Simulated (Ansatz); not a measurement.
An Ansatz (a program for electronic structure) run. Input:

Ansatz 0.2 input:
```yaml
crystal:
  lattice:
    - [2.0265256921, 1.1700151538, 11.7398253889]
    - [-2.0265256921, 1.1700151538, 11.7398253889]
    - [0.0, -2.3400303077, 11.7398253889]
  atoms:
    - { symbol: Ga, position: [0.2531525227, 0.2531525227, 0.2531525227] }
    - { symbol: Ga, position: [0.7468474773, 0.7468474773, 0.7468474773] }
    - { symbol: Ge, position: [0.3220307363, 0.3220307363, 0.3220307363] }
    - { symbol: Ge, position: [0.6779692637, 0.6779692637, 0.6779692637] }
    - { symbol: Te, position: [0.1158797674, 0.1158797674, 0.1158797674] }
    - { symbol: Te, position: [0.8841202326, 0.8841202326, 0.8841202326] }
kpoints:
  mp_grid: { grid: [8, 8, 8] }
hamiltonian:
  xc: r2scan
  dispersion: d4
  pseudopotentials: { kind: paw }
scf:
  occupations: { method: fixed }
checkpoint: { read: static.run }
output: { bader: true, populations: true }
```

Output (shortened):

```
basis.fft_grid_basis auto: the FFT boxes are laid along the combinations [[1, 0, -1], [0, 1, -1], [0, 0, 1]] of the cell's own vectors, 4.053, 4.053 and 11.971 …
Pseudopotential: Ga, paw, valence charge 13
Pseudopotential: Ge, paw, valence charge 14
Pseudopotential: Te, paw, valence charge 16
Functional definition: r2SCAN
Crystal: 6 atoms, lattice volume = 167.015 Å³
Basis set: ecut = 500 eV, 4255 PW (Γ), FFT grids on a1−a3, a2−a3, a3, exchange–correlation on 120×120×360 points (64 copies of the dense FFT grid, shifted against one another)
Bands: 52, of which v1, the nominal top of the filled ones, is band 43 counted from 1 (42 counted from 0)
Symmetry: 12 space group operations
Space group: R-3m (ITA 166), of the structure as read, at distance tolerance 5.5e-5 Å
k-points: 65 of 512
Stability of the state it starts from, as read at its close in the unpolarized treatment …
iter 1 solved again at ethr=2.58e-7 eV; its pass at ethr=3.10e-3 eV (dr2=2.22e-4 eV) is discarded
SCF iter   1: F=—  HF=-30178.546552 eV  |F-HF|=—  |Δ(HF+E_count)|=         —  Δρ=1.08e-6  dr2=2.31e-9  dr2_τ=1.86e-10  ethr=2.58e-7  ⟨swp⟩=3.1  Hψ=18986  notcnv=0  defer=455
preconditioner: auto → Resta (q_TF=auto, 2.443 Å⁻¹)
SCF iter   2: F=—  HF=-30178.546604 eV  |F-HF|=—  |Δ(HF+E_count)|=   5.28e-5  Δρ=5.97e-7  dr2=1.34e-9  dr2_τ=1.75e-10  ethr=2.69e-12  ⟨swp⟩=12.5  Hψ=17407  notcnv=0
SCF iter   3: F=-30178.546604 eV  HF=-30178.546604 eV  |F-HF|=2.55e-10  |Δ(HF+E_count)|=  2.66e-10  Δρ=3.43e-7  dr2=3.23e-10  dr2_τ=2.79e-11  ethr=1.55e-12  ⟨swp⟩=1.0  Hψ=8786  notcnv=0
SCF 1 converged in 3 iterations: F = -30178.546604 eV  dr2 = 3.23e-10
SCF converged after 3 iterations
Free energy (F): -30178.546604 eV
Harris-Foulkes:  -30178.546604 eV  (|F-HF|=2.55e-10)
Internal energy: -30178.546604 eV  (E = F + TS)
E sigma→0 (E₀):  -30178.546604 eV
Fermi energy:    7.612906 eV
--- Per-component energies (eV) ---
  E_band       = -1073.363021
  E_kinetic    = 812.149736
  E_local      = -12920.448894  (includes V_loc(G=0)·N_el)
  E_nonlocal   = 1072.159751
  E_hartree    = 6347.434528
  E_xc         = -492.783625
  E_vxc        = -477.406991  (∫ρ·V_xc dr)
  E_paw        = -17447.817660  (= ΣΔE_a)
  E_vpaw       = -2282.259235  (= ΣTr[D̂ρ^β])
  E_aug_tail   = -0.000141  (compensation charges beyond the density's cutoff)
  E_vtau       = 27.573554  (kinetic-family band-sum trace: ∫τ·v_τ [+ j·A + Jᵃ·Aᵃ] dr)
  E_ewald      = -7545.556559
  E_disp       = -0.775779  (pairwise vdW)
  E_core_change = -2.907960  (= ΣΔE_core)
  E_smearing   =  0.000000  (= −TS)
  E_closure    =  0.000000  (closes the sum)
  Σ components = -30178.546604   (vs F -30178.546604, Δ=0.00e0)
  [band-id]    e_kinetic+e_local+e_nonlocal+2·e_hartree+e_vxc+e_vpaw+e_augmentation_tail+e_vtau = -1073.363165   (vs E_band -1073.363021, Δ=-1.44e-4)
--- Band table (eV; the first three rows and the last of 65) ---
  k-point 0: bands = ["-30.3651", "-30.3651", "-30.3650", "-30.3650", "-30.3048", "-30.3048", "-30.3041", "-30.3041", "-30.2830", "-30.2826", "-17.7250", "-17.7250", "-17.6548", "-17.6548", "-17.6057", "-17.5771", "-17.4833", "-17.4833", "-17.4610", …
  k-point 1: bands = ["-30.3651", "-30.3650", "-30.3645", "-30.3644", "-30.3049", "-30.3048", "-30.3044", "-30.3042", "-30.2826", "-30.2823", "-17.7304", "-17.7275", "-17.6496", "-17.6447", "-17.6092", "-17.5731", "-17.4949", "-17.4929", "-17.4549", …
  k-point 2: bands = ["-30.3651", "-30.3650", "-30.3630", "-30.3629", "-30.3054", "-30.3049", "-30.3049", "-30.3042", "-30.2818", "-30.2815", "-17.7391", "-17.7281", "-17.6471", "-17.6243", "-17.6190", "-17.5577", "-17.5128", "-17.5027", "-17.4529", …
  k-point 64: bands = ["-30.3651", "-30.3651", "-30.3650", "-30.3650", "-30.3047", "-30.3047", "-30.3041", "-30.3041", "-30.2830", "-30.2826", "-17.7250", "-17.7250", "-17.6548", "-17.6548", "-17.6057", "-17.5771", "-17.4833", "-17.4833", "-17.4610", …
--- Löwdin populations: 6 sites ---
  site symbol       q [e]
     0     Ga     13.0991
     1     Ga     13.0991
     2     Ge     13.9899
     3     Ge     13.9899
     4     Te     15.8268
     5     Te     15.8268
  spilling = 0.001958 (of n_electrons = 86.000000)
--- Bader charges: 6 sites ---
  site symbol  charge [e]  shift [e]
     0     Ga      0.5686     0.0004
     1     Ga      0.5686     0.0004
     2     Ge     -0.0693     0.0001
     3     Ge     -0.0693     0.0001
     4     Te     -0.4993     0.0004
     5     Te     -0.4993     0.0004
  shift: an alarm, by how much a part of what the PAW files miss would move the charge. Where it is large, compare
  with a run on PAW files of another source; a small one proves nothing
  estimated error of the sums over rays = 4.6e-4 e
```

Cost: roughly 2.1 core-minutes on shared cores.

The first step of the workflow began from a Materials Project structure, measured or hypothetical; the Crystallography Open Database copy checked does not list it. Its standing as an ambient phase is unchecked. The cell was relaxed with r²SCAN+D4 under the symmetry of its start; its stability against distortions is not shown here. Spin–orbit coupling is left out wherever it is not named.

Potentials: the later of the program's two PAW sets.

Ansatz is a plane-wave DFT program.
